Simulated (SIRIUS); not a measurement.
Set-up for a self-consistent single point of Pt (Fm-3m, 1 atom in the cell; from Materials Project mp-126, changed as shown).

```
Pt
1.0
    0.00000     1.93404     1.93404
    1.93404     0.00000     1.93404
    1.93404     1.93404     0.00000
Pt
1
Direct
  0.00000   0.00000   0.00000
```

Computed with PBE, GBRV PBE ultrasoft pseudopotentials (plane waves; SIRIUS).

SIRIUS settings:

parameters.ngridk: 19 19 19
parameters.xc_functionals: [XC_GGA_X_PBE, XC_GGA_C_PBE]
parameters.gk_cutoff: 6.325 1/bohr
parameters.pw_cutoff: 14.143 1/bohr
parameters.smearing: fermi_dirac
parameters.smearing_width: 0.00367493 Ha
potentials: GBRV PBE ultrasoft pseudopotentials
parameters.electronic_structure_method: pseudopotential
parameters.num_bands: 12
parameters.num_mag_dims: 0
parameters.num_dft_iter: 100
parameters.energy_tol: 1e-07 Ha
parameters.density_tol: 1e-06
mixer.type: anderson
mixer.beta: 0.3
mixer.use_hartree: true

Results:

```
Property                                                 Result
------------------------------------------------  -------------
Number of valence electrons                                  16
Number of bands                                              12
Number of k-points after the program's reduction            220
Number of plane waves (most at a k-point)                   432
Number of SCF iterations                                     12
FFT grid                                           27 × 27 × 27
Free energy E − TS                                -2866.6342 eV
Fermi level (on the code's own zero)                   23.86 eV
Pressure                                              22.52 GPa
```

Stress (GPa, positive for compression):
```
22.52   0.00   0.00
 0.00  22.52   0.00
 0.00   0.00  22.52
```

For comparison: a first run was changed to give this one (volume scaled by 0.96), and from it to this one the free energy goes up by 62.1 meV/atom and the pressure goes from 8.91 to 22.52 GPa.

The structure comes from a collection of computed structures, made at another level of theory; the collection holds predicted forms beside known ones. Its lattice was then scaled. At this pressure the cell is far from its equilibrium volume at this level.

Cost on one core: very roughly 40 core-seconds.
